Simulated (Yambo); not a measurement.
Yambo run on Li2PdO3 (space group C2/m, No. 12). The wavefunctions are norm-conserving PBEsol (Quantum ESPRESSO, 84 Ry, scalar-relativistic) ones on a 2×2×2 mesh (42 occupied bands); a = 5.101 Å, b = 5.101 Å, c = 5.059 Å, α = 99.68°, β = 99.68°, γ = 119.95°.

Yambo input:

```
rim_cut
gw0
dyson
el_el_corr
HF_and_locXC
ppa
em1d
RandQpts= 1000000
RandGvec= 1 Ry
EXXRLvcs= 84 Ry
VXCRLvcs= 336 Ry
Chimod= "HARTREE"
% BndsRnXp
 13 | 177 |
%
NGsBlkXp= 7 Ry
% LongDrXp
 1.0 | 1.0 | 1.0 |
%
PPAPntXp= 27.2114 eV
% GbndRnge
 1 | 177 |
%
GTermKind= "none"
DysSolver= "n"
ExtendOut
% QPkrange
 5 | 5 | 42 | 42 |
 6 | 6 | 42 | 43 |
%
```

k points by index: 5 = (-0.5, -0.5, 0), 6 = (-0.5, -0.5, -0.5).

Table of the .qp output:

```
#    K-point    Band    Eo [eV]    E [eV]    E-Eo [eV]    Vxc [eV]    Vnlxc [eV]    Sc|Eo [eV]    Sc|E [eV]    dSc/dw|Eo [eV]    Re(Z)    Im(Z)
#
    5    42    0.000000    -0.035412    -0.035412    -21.93810    -27.50293    5.518728    5.529423    -8.183677    0.768788    -0.001491
    6    42    -0.071801    -0.124010    -0.052209    -22.29478    -28.06081    5.698121    5.713815    -8.156334    0.769382    -0.001443
    6    43    1.490208    2.747138    1.256930    -22.18629    -18.13772    -2.441022    -2.791641    -7.590024    0.781902    -0.001433
```
(The two width columns are left out.) Convergence of these settings isn't established.

Spin-orbit coupling is not included.

Geometry of the Materials Project entry, not relaxed at this level.

The structure is a Materials Project entry; no match was found in the copy of COD used, and its stability was not checked.
